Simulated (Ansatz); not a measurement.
CuI (wurtzite)

Space group P6₃mc (No. 186); a = b = 4.1870 Å, c = 6.8978 Å, α = β = 90.00°, γ = 120.00°

| atom | site | symmetry | x | y | z |
|---|---|---|---|---|---|
| Cu | 2b | 3m. | 0.3333 | 0.6667 | 0.3737 |
| I | 2b | 3m. | 0.3333 | 0.6667 | 0.0013 |

The volume is varied about the relaxed value V₀ at fixed cell shape. The atoms relax within the cell's symmetry.

Computed with PBEsol (plane waves to 420 eV, PAW, scalar-relativistic; Ansatz, a program for electronic structure). k mesh 9×9×5 (Γ-centred), Fermi-Dirac smearing 0.05 eV. E stands for the smeared free energy. Stress and pressure are positive under compression. CuI is run without spin polarisation. CuI was relaxed with its symmetry unable to fall. Spin-orbit coupling is left out, though I is heavy. This is one of several known forms of CuI; the measured ambient cells at hand have space group No. 156 or 216. The zero of ΔE is the relaxed starting cell.

Problem. Predict the ΔE (meV/atom) and P (GPa) at V/V₀ = 0.940, 0.955, 0.970, 0.985, 1.030, 1.060.

Solution. 
```
V/V₀   ΔE (meV/atom)  P (GPa)
-----  -------------  -------
0.940           16.4     3.57
0.955            8.9     2.55
0.970            3.8     1.62
0.985            0.9     0.77
1.030            3.4    -1.34
1.060           12.8    -2.46
```

(Under strain, the slope of the energy per volume gives the stress and its curvature an elastic modulus.)
